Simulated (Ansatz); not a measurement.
Si4P4Os:
```cif
data_OsP4Si4
_chemical_formula_sum 'Si4 P4 Os1'
_space_group_name_H-M_alt 'P1'
_space_group_IT_number 1
_space_group_name_Hall 'P 1'
_cell_length_a 4.91597
_cell_length_b 5.57551
_cell_length_c 6.13969
_cell_angle_alpha 85.676
_cell_angle_beta 68.389
_cell_angle_gamma 70.961
loop_
_space_group_symop_operation_xyz
  'x, y, z'
loop_
_atom_site_label
_atom_site_type_symbol
_atom_site_symmetry_multiplicity
_atom_site_Wyckoff_symbol
_atom_site_fract_x
_atom_site_fract_y
_atom_site_fract_z
_atom_site_occupancy
Si1 Si 1 a 0.99566 0.00058 0.99203 1
Si2 Si 1 a 0.39047 0.37141 0.73516 1
Si3 Si 1 a 0.51245 0.62000 0.18477 1
Si4 Si 1 a 0.82202 0.80278 0.53125 1
P1 P 1 a 0.31164 0.04052 0.62122 1
P2 P 1 a 0.49199 0.25162 0.06287 1
P3 P 1 a 0.77736 0.43585 0.42448 1
P4 P 1 a 0.91840 0.66640 0.86743 1
Os1 Os 1 a 0.15290 0.02743 0.30308 1
```

Relaxed at zero pressure with the program Ansatz at the LDA level (PAW).

### Question
The volume is raised by 9 % and shape and atoms relax at that volume. What pressure results, and how do the axes share the change?

### Answer
-10.1 GPa; a 3.0 %, b 2.9 %, c 2.9 %; the energy rises by 50 meV/atom.

### Question
Give the new structure.

### Answer

Space group P1 (No. 1); a = 5.063 Å, b = 5.737 Å, c = 6.316 Å, α = 85.85°, β = 68.42°, γ = 70.95°

```json
[
 {"atom": "Si", "site": "1a", "symmetry": "1", "x": "0.9967", "y": "0.0007", "z": "0.9928"},
 {"atom": "Si", "site": "1a", "symmetry": "1", "x": "0.3881", "y": "0.3685", "z": "0.7366"},
 {"atom": "Si", "site": "1a", "symmetry": "1", "x": "0.5148", "y": "0.6226", "z": "0.1841"},
 {"atom": "Si", "site": "1a", "symmetry": "1", "x": "0.8236", "y": "0.8035", "z": "0.5293"},
 {"atom": "P", "site": "1a", "symmetry": "1", "x": "0.3117", "y": "0.0408", "z": "0.6210"},
 {"atom": "P", "site": "1a", "symmetry": "1", "x": "0.4917", "y": "0.2520", "z": "0.0632"},
 {"atom": "P", "site": "1a", "symmetry": "1", "x": "0.7728", "y": "0.4345", "z": "0.4265"},
 {"atom": "P", "site": "1a", "symmetry": "1", "x": "0.9216", "y": "0.6692", "z": "0.8663"},
 {"atom": "Os", "site": "1a", "symmetry": "1", "x": "0.1518", "y": "0.0248", "z": "0.3025"}
]
```

The phase is kept; no other phase was compared at this pressure.

The first step of the workflow began from a Materials Project structure, measured or hypothetical; the Crystallography Open Database copy checked does not list it. With Si and P taken as one species the cell has the higher symmetry P-1, so it may be an ordered model of a mixed-site phase. Its standing as an ambient phase is unchecked. The cell was relaxed with LDA under the symmetry of its start; phonons on a q-mesh show no instability. No spin polarisation was allowed. Scalar-relativistic: spin–orbit coupling is off unless named, which matters more the heavier the elements.

Potentials: the later of the program's two PAW sets.
